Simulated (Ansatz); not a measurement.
Mo₂N:
```
CELL_PARAMETERS angstrom
      1.43973     0.83123     4.99524
     -1.43973     0.83123     4.99524
      0.00000    -1.66246     4.99524
ATOMIC_POSITIONS crystal
  Mo 0.24286 0.24286 0.24286
  Mo 0.75714 0.75714 0.75714
  N  0.00000 0.00000 0.00000
```

Relaxed with r²SCAN.

Q: Give the Bader charges and basin volumes of the independent atoms, DFT-r²SCAN in the program Ansatz with PAW potentials.

A: 

```
atom  Bader charge (e)  Bader volume (Å³)
----  ----------------  -----------------
Mo1              +0.73               13.6
N3               -1.45                8.8
```

Space group R-3m. The first step of the workflow began from a Materials Project structure, measured or hypothetical; the Crystallography Open Database copy checked does not list it. COD files the formula under space group No. 141. Its standing as an ambient phase is unchecked. The cell was relaxed with r²SCAN under the symmetry of its start; its stability against distortions is not shown here. The run is not spin-polarised.

Potentials: the earlier of the program's two PAW sets. The files were generated under PBE; for other functionals the program regenerates the frozen cores, and for LDA and PBEsol the local potential too.
